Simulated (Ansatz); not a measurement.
The start is a generated cell, Ir built in the AFLOW prototype A_hP1_191_a (A_f, as in Sn). The structure is fully relaxed (lattice and positions, P = 0) with PBE (plane waves to 420 eV, PAW, scalar-relativistic; Ansatz, a quantum-chemistry and plane-wave program). The first steps use a coarse 14×14×13 k-mesh.

Starting cell:
```
Ir
1.0
    2.59889     0.00000     0.00000
   -1.29944     2.25070     0.00000
    0.00000     0.00000     2.42007
Ir
1
Direct
  0.00000   0.00000   0.00000
```

Q: How large is the pressure on the unrelaxed cell, and of which sign?

A: +43.9 GPa (positive: the cell is compressed).

Q: How does the volume change?

A: +12.2 %, from 14.16 to 15.89 Å³/atom.

Q: How do the shortest distances between atoms change?

A: The closest pairs of elements (up to four, under 3.6 Å), start → end: Ir–Ir 2.42 → 2.60 Å.

Q: What does it relax into? Give the structure.

A: 
Space group P6/mmm (No. 191); a = b = 2.6572 Å, c = 2.5979 Å, α = β = 90.00°, γ = 120.00°

```
atom  site  symmetry       x       y       z
----  ----  --------  ------  ------  ------
Ir      1a     6/mmm  0.0000  0.0000  0.0000
```

The space group stays P6/mmm (No. 191) (the run could not lower it); the end is AFLOW prototype A_hP1_191_a (A_f, as in Sn), with 1 atom in the primitive cell. Final values are on a 20×20×18 k-mesh of the relaxed cell. No spin polarisation in the result.

The run could not lose the symmetry of its start, so the end can be a saddle point.

The relaxed structure here is a generated cell of Ir: the first start was made by placing the elements on the sites of a structure type, and the end was not matched to a known phase here, so it may be hypothetical. Known forms of Ir include space group No. 225.
